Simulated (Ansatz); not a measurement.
TaS₂:
```
TaS2
1.0
    0.00000     3.01706     3.01706
    3.01706     0.00000     3.01706
    3.01706     3.01706     0.00000
Ta S
1 2
Direct
  0.00000   0.00000   0.00000
  0.25000   0.25000   0.25000
  0.75000   0.75000   0.75000
```

Relaxed with PBE. Special points in fractions of this cell's reciprocal vectors: Γ (0.000, 0.000, 0.000); X (0.500, 0.000, 0.500); U (0.625, 0.250, 0.625); K (0.375, 0.375, 0.750); L (0.500, 0.500, 0.500); W (0.500, 0.250, 0.750).

Q: List the band energies nearest the Fermi level at these points for the program Ansatz at the PBE level (PAW).

A: In eV from the Fermi level; about four levels below and three above (degenerate sets whole), none deeper than 8.9 eV; points with the same levels are listed once.

```csv
k,below,above
Γ,-1.06 -1.06 -1.06 -0.67 -0.67,4.46 4.46 4.46
X,-5.26 -5.26 -2.56 -2.56 -1.00,0.28 0.62 2.23
U,-3.32 -2.44 -0.36 -0.07,0.69 2.25 3.08
L,-3.29 -3.29 -0.06 -0.06,2.05 4.54 4.54
W,-3.95 -3.95 -2.48 -0.04,0.16 0.71 2.36 2.36
```

Space group Fm-3m (fluorite). The cell is a constructed one: a structure type filled with these elements; neither database checked (COD, Materials Project) lists it. It is not the phase usual at ambient conditions (space group No. 164). Symmetry was held in the PBE relaxation; whether a distortion lowers the energy is not shown. The run is not spin-polarised. With an odd number of electrons in the cell and no spin polarisation, the count alone makes it a metal. Spin–orbit coupling is left out wherever it is not named.

Potentials: the later of the program's two PAW sets.
